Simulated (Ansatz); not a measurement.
Consider the following.

NaI:
Space group Fm-3m (No. 225); a = b = c = 6.4608 Å, α = β = γ = 90.00°

```tsv
atom	site	symmetry	x	y	z
Na	4a	m-3m	0.0000	0.0000	0.0000
I	4b	m-3m	0.5000	0.5000	0.5000
```
(The calculation used a cell of 2 atoms; values per cell refer to that cell.)

This is the r²SCAN-relaxed structure.

Problem. All from DFT-r²SCAN in the program Ansatz with PAW potentials, unless another level is named. Predict the band gap.

Solution. 4.45 eV (direct).

Problem. Give the HSE06 gap on the r²SCAN cell.

Solution. 4.69 eV.

Problem. What about the valence-band maximum?

Solution. at Γ.

Problem. Give the weight of the valence-edge state by species (Voronoi cells).

Solution. I 92 %, Na 8 %.

The r²SCAN relaxation kept the symmetry of its start; phonons on a q-mesh show no instability. Spin–orbit coupling is left out wherever it is not named.

Potentials: the later of the program's two PAW sets.
